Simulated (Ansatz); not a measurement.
An Ansatz (a first-principles code) run. Input:

Ansatz 0.2 input:
```yaml
crystal:
  lattice:
    - [5.4064845671, 0.0, 0.0]
    - [0.0, 5.4064845671, 0.0]
    - [0.0, 0.0, 5.4064845671]
  atoms:
    - { symbol: Ca, position: [0.0, 0.5, 0.5] }
    - { symbol: Ca, position: [0.5, 0.0, 0.5] }
    - { symbol: Ca, position: [0.5, 0.5, 0.0] }
    - { symbol: Bi, position: [0.0, 0.0, 0.0] }
    - { symbol: P, position: [0.5, 0.5, 0.5] }
kpoints:
  mp_grid: { grid: [4, 4, 4] }
  band_path:
    path:
      - [[0.0, 0.0, 0.0], [0.0, 0.5, 0.0], [0.5, 0.5, 0.0], [0.0, 0.0, 0.0], [0.5, 0.5, 0.5], [0.0, 0.5, 0.0]]  # Γ-X-M-Γ-R-X
      - [[0.5, 0.5, 0.5], [0.5, 0.5, 0.0]]  # R-M
      - [VBM, CBM]
    npoints: 12
hamiltonian:
  xc: r2scan
  pseudopotentials: { kind: paw }
magnetization: { noncollinear: true, spin_orbit: true }
scf:
  n_extra_bands: 12
  convergence: { dr2_threshold: 0.0000000001 }
  occupations: { method: gaussian, width: 0.01 }
checkpoint: { write: soc.run }
output: { eigenvalues: true }
```

Output (shortened):

```
Pseudopotential: Ca, paw_fr, valence charge 10
Pseudopotential: Bi, paw_fr, valence charge 15
Pseudopotential: P, paw_fr, valence charge 5
Functional definition: r2SCAN
non-collinear run that drives no moment, with spin-orbit …
Crystal: 5 atoms, lattice volume = 158.032 Å³
Basis set: ecut = 500 eV, 3959 PW (Γ), exchange–correlation on 160×160×160 points (64 copies of the dense FFT grid, shifted against one another)
Bands: 62, of which v1, the nominal top of the filled ones, is band 50 counted from 1 (49 counted from 0)
Symmetry: 48 space group operations + 48 with time reversal
k-points: 10 of 64
Projection manifold: j_resolved (fully-relativistic pseudo-atomic orbitals)
SCF iter   1: F=—  HF=-18606.964397 eV  |F-HF|=—  |Δ(HF+E_count)|=         —  Δρ=3.82e-2  dr2=7.81e0  dr2_τ=2.42e-2  dr2_m=0.00e0 (ungated)  ethr=3.10e-3  |M|=0.00e0 ∫|m|=0.00e0 μB  |m|>n=0.0e0 m-floor=0.0e0 τ_xc=0.0e0  β_m=0.30  ⟨swp⟩=11.4  Hψ=1721  notcnv=0  defer=2
preconditioner: auto → Kerker (q_TF=auto, 2.252 Å⁻¹)
spin=Noncollinear: Kerker preconditioning applied to the charge; magnetization (m_x, m_y, m_z) channels mix plain (no charge-response kernel on spin).
SCF iter   2: F=—  HF=-18606.234947 eV  |F-HF|=—  |Δ(HF+E_count)|=   7.29e-1  Δρ=2.80e-2  dr2=4.48e0  dr2_τ=4.40e-3  dr2_m=0.00e0 (ungated)  ethr=3.10e-3  |M|=0.00e0 ∫|m|=0.00e0 μB  |m|>n=0.0e0 m-floor=0.0e0 τ_xc=0.0e0  β_m=0.65  ⟨swp⟩=2.8  Hψ=483  notcnv=0  defer=58
preconditioner: auto → Resta (q_TF=auto, 2.252 Å⁻¹)
spin=Noncollinear: Resta preconditioning applied to the charge; magnetization (m_x, m_y, m_z) channels mix plain (no charge-response kernel on spin).
SCF iter   3: F=—  HF=-18605.185245 eV  |F-HF|=—  |Δ(HF+E_count)|=    1.05e0  Δρ=7.05e-3  dr2=1.98e-1  dr2_τ=1.54e-3  dr2_m=0.00e0 (ungated)  ethr=3.10e-3  |M|=0.00e0 ∫|m|=0.00e0 μB  |m|>n=0.0e0 m-floor=0.0e0 τ_xc=0.0e0  β_m=0.79  ⟨swp⟩=3.9  Hψ=655  notcnv=0  defer=56
SCF iter   4: F=—  HF=-18605.205027 eV  |F-HF|=—  |Δ(HF+E_count)|=   1.98e-2  Δρ=2.76e-3  dr2=2.04e-2  dr2_τ=1.57e-4  dr2_m=0.00e0 (ungated)  ethr=3.96e-4  |M|=0.00e0 ∫|m|=0.00e0 μB  |m|>n=0.0e0 m-floor=0.0e0 τ_xc=0.0e0  β_m=0.90  ⟨swp⟩=2.7  Hψ=488  notcnv=0  defer=58
SCF iter   5: F=—  HF=-18605.218632 eV  |F-HF|=—  |Δ(HF+E_count)|=   1.36e-2  Δρ=7.02e-4  dr2=2.00e-3  dr2_τ=4.62e-6  dr2_m=0.00e0 (ungated)  ethr=4.09e-5  |M|=0.00e0 ∫|m|=0.00e0 μB  |m|>n=0.0e0 m-floor=0.0e0 τ_xc=0.0e0  β_m=0.95  ⟨swp⟩=3.1  Hψ=436  notcnv=0  defer=58
SCF iter   6: F=—  HF=-18605.219807 eV  |F-HF|=—  |Δ(HF+E_count)|=   1.18e-3  Δρ=2.12e-4  dr2=9.29e-5  dr2_τ=1.72e-6  dr2_m=0.00e0 (ungated)  ethr=4.00e-6  |M|=0.00e0 ∫|m|=0.00e0 μB  |m|>n=0.0e0 m-floor=0.0e0 τ_xc=0.0e0  β_m=0.97  ⟨swp⟩=3.2  Hψ=559  notcnv=0  defer=58
SCF iter   7: F=—  HF=-18605.219935 eV  |F-HF|=—  |Δ(HF+E_count)|=   1.28e-4  Δρ=8.33e-5  dr2=1.29e-5  dr2_τ=6.94e-8  dr2_m=0.00e0 (ungated)  ethr=1.86e-7  |M|=0.00e0 ∫|m|=0.00e0 μB  |m|>n=0.0e0 m-floor=0.0e0 τ_xc=0.0e0  β_m=0.99  ⟨swp⟩=2.5  Hψ=539  notcnv=0  defer=58
SCF iter   8: F=—  HF=-18605.219952 eV  |F-HF|=—  |Δ(HF+E_count)|=   1.68e-5  Δρ=1.54e-5  dr2=6.61e-7  dr2_τ=6.63e-9  dr2_m=0.00e0 (ungated)  ethr=2.58e-8  |M|=0.00e0 ∫|m|=0.00e0 μB  |m|>n=0.0e0 m-floor=0.0e0 τ_xc=0.0e0  β_m=0.99  ⟨swp⟩=2.8  Hψ=425  notcnv=0  defer=58
SCF iter  11: F=-18605.219844 eV  HF=-18605.219844 eV  |F-HF|=1.09e-11  |Δ(HF+E_count)|=   1.77e-9  Δρ=1.27e-7  dr2=4.71e-11  dr2_τ=7.40e-13  dr2_m=0.00e0 (ungated)  ethr=1.00e-12  |M|=0.00e0 ∫|m|=0.00e0 μB  |m|>n=0.0e0 m-floor=0.0e0 τ_xc=0.0e0  ⟨swp⟩=13.8  Hψ=1747  notcnv=0
SCF 1 converged in 11 iterations: F = -18605.219844 eV  dr2 = 4.71e-11
NSCF: frozen V_eff on 20 k-points
NSCF: frozen V_eff on 16 k-points
NSCF: frozen V_eff on 3 k-points
NSCF: frozen V_eff on 3 k-points
NSCF: frozen V_eff on 3 k-points
NSCF: frozen V_eff on 3 k-points
NSCF: frozen V_eff on 3 k-points
NSCF: frozen V_eff on 3 k-points
NSCF: frozen V_eff on 87 k-points
SCF converged after 11 iterations
Magnetization: |M| = 0.0000 μB,  M = (+0.0000, +0.0000, +0.0000) μB
Absolute magnetization: 0.0000 μB (∫|m|)
  site 0: m = (+0.0000, +0.0000, +0.0000) μB, |m| = 0.0000 μB  (R = 1.12 Å)
  site 1: m = (+0.0000, +0.0000, +0.0000) μB, |m| = 0.0000 μB  (R = 1.12 Å)
  site 2: m = (+0.0000, +0.0000, +0.0000) μB, |m| = 0.0000 μB  (R = 1.12 Å)
  site 3: m = (+0.0000, +0.0000, +0.0000) μB, |m| = 0.0000 μB  (R = 1.58 Å)
  site 4: m = (+0.0000, +0.0000, +0.0000) μB, |m| = 0.0000 μB  (R = 1.12 Å)
Free energy (F): -18605.219844 eV
Harris-Foulkes:  -18605.219844 eV  (|F-HF|=1.09e-11)
Internal energy: -18605.219844 eV  (E = F + TS)
E sigma→0 (E₀):  -18605.219844 eV
Fermi energy:    7.323915 eV
--- Per-component energies (eV) ---
  E_band       = -618.895201
  E_kinetic    = 1207.540245
  E_local      = -4083.170771  (includes V_loc(G=0)·N_el)
  E_nonlocal   = 783.677969
  E_hartree    = 1358.584459
  E_xc         = -608.997680
  E_vxc        = -802.392115  (∫ρ·V_xc dr)
  E_paw        = -13822.679575  (= ΣΔE_a)
  E_vpaw       = -490.558799  (= ΣTr[D̂ρ^β])
  E_aug_tail   = -0.000264  (compensation charges beyond the density's cutoff)
  E_vtau       = 48.839587  (kinetic-family band-sum trace: ∫τ·v_τ [+ j·A + Jᵃ·Aᵃ] dr)
  E_ewald      = -3440.271960
  E_core_change = 0.097733  (= ΣΔE_core)
  E_smearing   =  0.000000  (= −TS)
  E_closure    = 0.000000  (closes the sum)
  Σ components = -18605.219844   (vs F -18605.219844, Δ=0.00e0)
  [band-id]    e_kinetic+e_local+e_nonlocal+2·e_hartree+e_vxc+e_vpaw+e_augmentation_tail+e_vtau = -618.895232   (vs E_band -618.895201, Δ=-3.03e-5)
--- Band table (eV; the first three rows and the last of 10) ---
  k-point 0: bands = ["-36.2182", "-36.2182", "-36.1976", "-36.1976", "-36.1976", "-36.1976", "-17.0064", "-17.0064", "-17.0064", "-17.0064", "-16.6420", "-16.6420", "-16.6420", "-16.6420", "-16.5745", "-16.5745", "-16.2907", "-16.2907", "-16.2907", …
  k-point 1: bands = ["-36.2156", "-36.2156", "-36.2002", "-36.2002", "-36.1976", "-36.1976", "-17.0072", "-17.0072", "-17.0070", "-17.0070", "-16.6412", "-16.6412", "-16.6325", "-16.6325", "-16.5815", "-16.5815", "-16.2894", "-16.2894", "-16.2848", …
  k-point 2: bands = ["-36.2113", "-36.2113", "-36.2043", "-36.2043", "-36.1976", "-36.1976", "-17.0081", "-17.0081", "-17.0076", "-17.0076", "-16.6405", "-16.6405", "-16.6174", "-16.6174", "-16.5944", "-16.5944", "-16.2888", "-16.2888", "-16.2728", …
  k-point 9: bands = ["-36.2043", "-36.2043", "-36.2043", "-36.2043", "-36.2043", "-36.2043", "-17.0060", "-17.0060", "-17.0060", "-17.0060", "-16.6425", "-16.6425", "-16.6271", "-16.6271", "-16.6271", "-16.6271", "-16.3258", "-16.3258", "-16.2964", …
```

Cost: about 6 core-minutes (a rough figure) on shared cores.

Space group Pm-3m (anti-perovskite). The workflow started from a Materials Project entry (that database holds measured and hypothetical structures alike); the Crystallography Open Database copy checked does not list it. Whether it is the stable phase at ambient conditions was not checked. Symmetry was held in the r²SCAN relaxation; its stability against distortions is not shown here.

Potentials: the later of the program's two PAW sets.

Ansatz is a plane-wave DFT program.
